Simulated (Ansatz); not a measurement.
# Pb₂ClO₂: computed property card

Pb2ClO2:
Space group I4/mmm (No. 139); a = b = 3.941 Å, c = 12.467 Å, α = β = γ = 90.00°

| atom | site | symmetry | x | y | z |
|---|---|---|---|---|---|
| Pb | 4e | 4mm | 0.0000 | 0.0000 | 0.1529 |
| O | 4d | -4m2 | 0.0000 | 0.5000 | 0.2500 |
| Cl | 2b | 4/mmm | 0.0000 | 0.0000 | 0.5000 |
(The calculation used a cell of 5 atoms; values per cell refer to that cell.)

Space group I4/mmm (No. 139); conventional cell a = b = 3.9413 Å, c = 12.4674 Å, α = β = γ = 90.00°.

Method: DFT-r²SCAN+D4 in the program Ansatz with PAW potentials. Geometry: relaxed at this level of theory. Other levels are named where they apply.

### Cell and energy

```
Item                                                           Value
-----------------------------------------------------  -------------
Volume per atom                                             19.37 Å³
Density                                                   8.26 g/cm³
Formation energy from the elements (no fitted shifts)  -1.15 eV/atom
```

### Electronic structure

```
Property                                                                    Result
------------------------------------  --------------------------------------------
Electronic character                                             metallic (no gap)
Density of states at the Fermi level  0.51 states/eV per atom (mean over ±0.08 eV)
```

### Charges

```
Property                              Result
-------------  -----------------------------
Bader charges  Pb +1.48, O -1.13, Cl -0.70 e
```

The workflow started from an entry of the Crystallography Open Database (COD). Its standing as an ambient phase is unchecked. Symmetry was held in the r²SCAN+D4 relaxation; whether a distortion lowers the energy is not shown. With an odd number of electrons in the cell and no spin polarisation, the count alone makes it a metal. The references are the lowest solids computed at this level, not always the standard phases (solids in place of the gases). Scalar-relativistic: spin–orbit coupling is off unless named, which matters more the heavier the elements.

Potentials: the later of the program's two PAW sets.
